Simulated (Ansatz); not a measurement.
input.yaml (Ansatz)

```yaml
crystal:
  lattice:
    - [2.6819856137, 0.0, 0.0]
    - [-1.3409928068, 2.322667674, 0.0]
    - [0.0, 0.0, 8.7732738752]
  atoms:
    - { symbol: Ir, position: [0.0, 0.0, 1.0], spin: 1.0 }
    - { symbol: Ir, position: [1.0, 0.0, 0.5], spin: 1.0 }
    - { symbol: Ir, position: [0.3333333333, 0.6666666667, 0.25], spin: 1.0 }
    - { symbol: Ir, position: [0.6666666667, 0.3333333333, 0.75], spin: 1.0 }
hamiltonian:
  xc: r2scan
  pseudopotentials:
    kind: paw
    azcp:
      Ir: "pseudopotentials/Ir.paw.azcp"
basis:
  ecutwfc: 500
  fft_grid_basis: typed
kpoints:
  mp_grid: { grid: [17, 17, 5], shift: [0, 0, 0] }
magnetization:
  spin_polarized: true
scf:
  occupations: { method: fermi_dirac, width: 0.05 }
output:
  stress: true
```

Terminal output

```
Engine: ansatz 0.2.0, x86_64-unknown-linux-gnu
Pseudopotentials: kind: paw
Pseudopotential: Ir, paw, valence charge 17, recommended cutoff 500 eV (meta_gga) 
Functional definition: r2SCAN
  parameter k0 = 0.174
  parameter k1 = 0.065
  parameter a1 = 4.9479
  exchange = r2scan_x(k0 = k0, k1 = k1, a1 = a1)
  correlation = r2scan_c
Crystal: 4 atoms, lattice volume = 54.652 Å³
Basis set: ecut = 500 eV, 1387 PW (Γ), exchange–correlation on 80×80×256 points (64 copies of the dense FFT grid, shifted against one another)
Bands: 44, of which v1, the nominal top of the filled ones, is band 34 counted from 1 (33 counted from 0)
Symmetry: 24 space group operations
Space group: P63/mmc (ITA 194), of the structure as read, at distance tolerance 3.8e-5 Å
Magnetic group: BNS 194.263 (UNI 1493), of the structure as read, at distance tolerance 3.8e-5 Å
k-points: 99 of 1445
Non-local potential: Ir, projectors of the file, l = 0: 3, l = 1: 2, l = 2: 2, l = 3: 1
PAW form: soft (Blöchl's): semilocal exchange-correlation on the pseudo side does not see the compensation charge
PAW frozen core: Ir, regenerated for the run's functional (the file was generated under x = pbe(κ = 0.804, μ = 0.2195149727645171), c = pbe(β = 0.06672455060314922))
PAW one-centre angular grid: Ir, 590 points (default); XC on 160 Gauss nodes
Initial density: superposition of atomic densities (chi_scale 0.1, normalization cell)
Starting moments: Σ|m| = 4 μB on 4 of 4 sites
Initial wavefunctions: pseudopotential atomic-orbital guess
Functional: x = r2scan, c = r2scan; τ floored in thin density (d = 2e-4 eV/Å³)
iter 1 solved again at ethr=1.24e-3 eV; its pass at ethr=3.10e-3 eV (dr2=8.45e-1 eV) is discarded
SCF iter   1: F=—  HF=-47793.398180 eV  |F-HF|=—  |Δ(HF+E_count)|=         —  Δρ=3.86e-2 (↑3.86e-2 ↓2.60e-2)  dr2=1.09e0  dr2_τ=5.35e-2  dr2_m=2.15e-1  M=2.036 μB ∫|m|=2.100 μB  β_m=0.61  ethr=1.24e-3  ⟨swp⟩=2.1  Hψ=46473  notcnv=0
Mixer restart at iter 1: flushing history
spin=Collinear: Kerker preconditioning applied to the charge; magnetization (m = ρ↑ − ρ↓) channel mixes plain (no charge-response kernel on spin).
SCF iter   2: F=—  HF=-47793.326058 eV  |F-HF|=—  |Δ(HF+E_count)|=   7.21e-2  Δρ=2.20e-2 (↑2.20e-2 ↓1.49e-2)  dr2=3.40e-1  dr2_τ=1.05e-2  dr2_m=5.64e-2  M=1.810 μB ∫|m|=1.889 μB  β_m=1.00  ethr=1.24e-3  ⟨swp⟩=2.5  Hψ=14464  notcnv=0  κ⁻¹=1.0e0(r=1)
...
SCF iter  14: F=—  HF=-47794.631056 eV  |F-HF|=—  |Δ(HF+E_count)|=   5.11e-8  Δρ=3.95e-6 (↑3.95e-6 ↓3.45e-6)  dr2=2.14e-8  dr2_τ=2.55e-10  dr2_m=1.24e-9  M=0.000 μB ∫|m|=0.000 μB  β_m=0.44  ethr=8.57e-11  ⟨swp⟩=2.0  Hψ=12183  notcnv=0  defer=474  κ⁻¹=2.3e-6(r=8)
SCF iter  15: F=—  HF=-47794.631056 eV  |F-HF|=—  |Δ(HF+E_count)|=   2.37e-8  Δρ=1.47e-6 (↑1.33e-6 ↓1.47e-6)  dr2=1.75e-9  dr2_τ=5.40e-11  dr2_m=3.79e-10  M=-0.000 μB ∫|m|=0.000 μB  β_m=0.30  ethr=3.14e-11  ⟨swp⟩=2.2  Hψ=15218  notcnv=0  defer=474  κ⁻¹=2.8e-7(r=8)
SCF iter  16: F=-47794.631056 eV  HF=-47794.631056 eV  |F-HF|=1.09e-9  |Δ(HF+E_count)|=   2.88e-9  Δρ=9.08e-7 (↑9.08e-7 ↓7.75e-7)  dr2=1.78e-9  dr2_τ=5.08e-11  dr2_m=1.04e-11  M=-0.000 μB ∫|m|=0.000 μB  ethr=2.58e-12  ⟨swp⟩=1.0  Hψ=23405  notcnv=0
SCF 1 converged in 16 iterations: F = -47794.631056 eV  dr2 = 1.78e-9
WARN: the starting moments were not kept: the SCF closed with an absolute magnetisation of 3.4e-6 μB, where they sum to 4 μB in size (4 sites). That is at most 0.1 of that sum. Measured as dr2_m measures the in/out step, that magnetisation stands 1.6e-12 eV from none, at or under the dr2_threshold of 1.0e-7 eV: it is no larger than a step whose dr2_m would equal this threshold. The system may hold no moment; this SCF shows only that its start led to no more than that. To try another start: raise the starting moments (crystal.atoms[].spin, magnetization.per_species, magnetization.initial_magnetization, or on a non-collinear deck that types none of these the spinor_matrix: blocks that start its atoms; where the total moment is fixed, keep their sum and leave initial_magnetization as it is; typed ones take the place of any that the run laid by itself, positive ones on a crystal's lanthanoids without a Hubbard term where scf.initial_density.shell_occupations: [] is typed) or, if the notice of its spin-set hold's release reads "site moments contracting" or "site moments show no strong build", lengthen the hold (scf.mixing.spin_hold: { on: { confirm: 4 } }; for m-r²SCAN on two components see the key's manual first). Each may lead to a state that holds a moment. A second SCF, from the converged charge density, with the starting moments and any scf.initial_density.shell_occupations laid on it anew, would have followed, and was not run: the deck does not ask for one (magnetization.retry_lost_moments is false, the default). To let it run, set magnetization.retry_lost_moments: true and run the deck again, where that key's refused combinations let it; where memory then withholds it, that run's warning says so.
this state was not tested for a lower state beside it, because the mixer in use, unlike msr1, does not test its closes by its own steps (another_mixer; see scf.mixing.algorithm and scf.lower_state_search)
SCF converged after 16 iterations
Magnetization: -0.0000 μB (34.0000 up, 34.0000 down)
Absolute magnetization: 0.0000 μB (∫|ρ↑−ρ↓|, with the PAW one-centre terms)
Spin contamination: 0.0000 ħ² per cell (⟨S²⟩ above its minimum at these occupations)
Per-site moments (μB) at R_I (Å): [(-9.301050380600587e-7, 1.1063190656396762), (-9.301050380461464e-7, 1.1063190656396762), (3.216537756464298e-8, 1.1063190656396762), (3.216537764937305e-8, 1.1063190656396762)]
Free energy (F): -47794.631056 eV
Harris-Foulkes:  -47794.631056 eV  (|F-HF|=1.09e-9)
Internal energy: -47794.604131 eV  (E = F + TS)
E sigma→0 (E₀):  -47794.617593 eV
Entropy (-TS):   -0.026925 eV (-6.731 meV/atom)
Fermi energy:    26.752238 eV
--- Per-component energies (eV) ---
  E_band       = -335.734604
  E_kinetic    = 2501.844713
  E_local      = -4104.879563  (includes V_loc(G=0)·N_el)
  E_nonlocal   = 296.231022
  E_hartree    = 1593.154181
  E_xc         = -1024.767015
  E_vxc        = -1338.537807  (∫ρ·V_xc dr)
  E_paw        = -36999.606644  (= ΣΔE_a)
  E_vpaw       = -959.723319  (= ΣTr[D̂ρ^β])
  E_aug_tail   = -0.000080  (compensation charges beyond the density's cutoff)
  E_vtau       = 83.022244  (kinetic-family band-sum trace: ∫τ·v_τ [+ j·A + Jᵃ·Aᵃ] dr)
  E_ewald      = -10055.313172
  E_core_change = -1.267574  (= ΣΔE_core)
  E_smearing   = -0.026925  (= −TS)
  E_closure    = 0.000000  (closes the sum)
  Σ components = -47794.631056   (vs F -47794.631056, Δ=0.00e0)
--- Stress (GPa, compression-positive) ---
       17.099093       0.000000       0.000000
        0.000000      17.099093       0.000000
        0.000000       0.000000      16.463860
  P = ⅓ Tr σ = 16.8873 GPa (168.873 kbar)
```
